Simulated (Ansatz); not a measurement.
GaAs in space group P6_222 (No. 180; Ga on 3d, As on 3c) at seven volumes, PBEsol (plane waves, PAW; program Ansatz), shape and atoms relaxed at each. One row is withheld.

| V (Å³/atom) | P (GPa) |
|---|---|
| 18.623 | 8.73 |
| 19.236 | 5.33 |
| 19.850 | 2.44 |
| 20.464 | 0.01 |
| 21.078 | -2.04 |
| 21.692 | -3.74 |
| 22.306 | ? |

Fit the shown pressures and predict the withheld one.

P = (3/2)B₀(x^(7/2) − x^(5/2))[1 + (3/4)(B′ − 4)(x − 1)] with x = (V₀/V)^(2/3). Least squares on the six rows gives V₀ = 20.468 Å³/atom, B₀ = 74.0 GPa, B′ = 4.71. At V = 22.306, x = 0.9443 and P = -5.20 GPa. The run itself gave -5.17 GPa.

The start of the workflow was typed in or built on a structure type; neither database checked (COD, Materials Project) lists it. It is not the phase usual at ambient conditions (space group No. 216). Symmetry was held in the PBEsol relaxation; of distortions, only those at the zone centre were tested.

Potentials: the later of the program's two PAW sets.
